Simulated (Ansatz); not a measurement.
Polymorphs of AlP, each relaxed with HSE06 (plane waves, PAW; program Ansatz):

A: P6_222
a = b = 3.828 Å, c = 8.637 Å, α = β = 90.00°, γ = 120.00°

```csv
atom,site,symmetry,x,y,z
Al,3d,222,0.5000,0.0000,0.5000
P,3c,222,0.5000,0.0000,0.0000
```

B: zinc blende (F-43m)
a = b = c = 5.4758 Å, α = β = γ = 90.00°

```csv
atom,site,symmetry,x,y,z
P,4c,-43m,0.2500,0.2500,0.2500
Al,4a,-43m,0.0000,0.0000,0.0000
```

Question: Order them by energy per atom at 0 K (lowest first) at the level HSE06.

Answer: B (+0 meV/atom), A (+227 meV/atom)

Question: Give each one's gap.

Answer: A 1.57 eV; B 2.28 eV.

Constructed cells (a structure type filled with these elements, in neither database checked): A. Not the usual ambient phase: A. All cells were relaxed under the symmetry of their starts (and spin orders); stability against distortions was not tested throughout.

Potentials: the later of the program's two PAW sets.
